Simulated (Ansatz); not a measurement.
Relaxed Sn (beta-Sn type, space group I4_1/amd):

```
Sn
1.0
   -2.97355     2.97355     1.60610
    2.97355    -2.97355     1.60610
    2.97355     2.97355    -1.60610
Sn
2
Direct
  0.75000   0.25000   0.50000
  0.00000   0.00000   0.00000
```

In this cell atom 1 (Sn, nearest neighbour Sn at 3.080 Å; its periodic images, 3.2 Å or more away, move with it) is moved by s along Cartesian x, unit vector (1.000, 0.000, 0.000); all other atoms and the cell stay fixed.

Level of theory: PBE (plane waves to 420 eV, PAW, scalar-relativistic; Ansatz, a quantum-chemistry and plane-wave program). k mesh 13×13×13 (Γ-centred), Fermi-Dirac smearing 0.05 eV. The energy includes the smearing's −TS. With partly filled bands, energies and forces of such displacements shift with the k mesh and the smearing. Sn was relaxed with its symmetry unable to fall. The PAW data are Ansatz's earlier set. The zero of ΔE is the undisplaced structure. The last digit holds for this mesh only.

```csv
s (Å),ΔE (meV/cell)
-0.310,170.7
-0.248,105.0
-0.186,57.4
-0.124,25.0
-0.062,6.2
0.000,0.0
0.062,6.2
0.124,25.0
0.186,57.4
0.248,105.0
0.310,170.7
```

Question: What force constant k = d²E/ds² at s = 0 does the table give?

Answer: 3.2 eV/Å². It is the second difference of the nearest points, corrected with the next pair.

Question: With k = 3.19 eV/Å² from the forces, is the well harmonic out to s = 0.310 Å?

Answer: ½ks² = 153 meV/cell against the computed 171 meV/cell, so the well is stiffer than harmonic there.

(A displaced cell: forces are minus the slopes of the energy, force constants its curvatures, and phonons follow from these.)
